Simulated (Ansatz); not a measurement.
## ZnO, first-principles data

ZnO in space group Pm-3n (No. 223; Zn on 6c, O on 6d), a = b = c = 5.580 Å, α = β = γ = 90.00°.

Space group Pm-3n (No. 223); conventional cell a = b = c = 5.580 Å, α = β = γ = 90.00°.

Method: r²SCAN in the plane-wave PAW code Ansatz. Geometry: relaxed at this level of theory. Other levels are named where they apply.

Cell and energy:

| Quantity | Result |
|---|---|
| Volume per atom | 14.48 Å³ |
| Density | 4.67 g/cm³ |
| Formation energy from the elements (no fitted shifts) | -1510 meV/atom |

Electronic structure:

| Item | Value |
|---|---|
| Band gap | 1.38 eV (direct) |
| Valence-band maximum | at Γ |
| Conduction-band minimum | at Γ |
| Electron effective mass | 0.25 mₑ (isotropic) |
| Hole effective mass, band 1 of 3 at the edge | 4.2 along [100], 4.2 along [110], 1.6 along [111] (mₑ) |
| Hole effective mass, band 2 of 3 at the edge | 4.2 along [100], 1.2 along [110], 1.6 along [111] (mₑ) |
| Hole effective mass, band 3 of 3 at the edge | 0.25 along [100], 0.29 along [110], 0.31 along [111] (mₑ) |
| HSE06 gap on the r²SCAN cell | 2.69 eV |

Mechanics:

| Quantity | Value |
|---|---|
| Bulk modulus (Birch–Murnaghan fit) | 119 GPa |
| Pressure derivative B′ | 4.4 |
| Elastic constants (relaxed ions, GPa) | C11 = 187, C12 = 85.6, C44 = 17.0 |
| Mechanical stability | stable (all eigenvalues of C positive) |
| Hill bulk and shear moduli | 119 and 26.8 GPa |
| Young's modulus | 74.9 GPa |
| Poisson's ratio | 0.40 |
| Debye temperature from the elastic constants | 331 K |

Charges:

| Quantity | Result |
|---|---|
| Bader charges | Zn +1.29, O -1.29 e |

The start of the workflow was typed in or built on a structure type; neither database checked (COD, Materials Project) lists it. It is not the phase usual at ambient conditions (space group No. 186). Symmetry was held in the r²SCAN relaxation; whether a distortion lowers the energy is not shown. The references are the lowest solids computed at this level, not always the standard phases (solids in place of the gases).

Potentials: the earlier of the program's two PAW sets.
